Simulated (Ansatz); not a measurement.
The relaxed structure here is a generated cell of SrTiO3: the first start was made by a random draw of sites in a space group, and the end was not matched to a known phase here, so it may be hypothetical. Known forms of SrTiO3 include space group No. 221.

One stationary structure of SrTiO3. Space group P-1 (No. 2). All values below come from PBE (plane waves to 420 eV, PAW, scalar-relativistic; Ansatz, a program for electronic structure).

```cif
data_O6Sr2Ti2
_chemical_formula_sum 'O6 Sr2 Ti2'
_space_group_name_H-M_alt 'P-1'
_space_group_IT_number 2
_space_group_name_Hall '-P 1'
_cell_length_a 5.36541
_cell_length_b 5.59344
_cell_length_c 6.37598
_cell_angle_alpha 71.655
_cell_angle_beta 86.481
_cell_angle_gamma 86.560
loop_
_atom_site_label
_atom_site_type_symbol
_atom_site_symmetry_multiplicity
_atom_site_Wyckoff_symbol
_atom_site_fract_x
_atom_site_fract_y
_atom_site_fract_z
_atom_site_occupancy
O1 O 2 i 0.76913 0.20552 0.36710 1
O2 O 2 i 0.00659 0.30772 0.93253 1
O3 O 2 i 0.49907 0.70872 0.03807 1
Sr1 Sr 2 i 0.22863 0.95283 0.23391 1
Ti1 Ti 2 i 0.74894 0.42470 0.10162 1
```

Task: Estimate the band gap that PBE returns for this input.

Result: 3.68 eV, direct at Γ (no spin-orbit coupling).

No spin polarisation in the result.

It was reached from a disturbed copy of a Cmme (No. 67) cell, against which it lies -0.49 eV/atom.
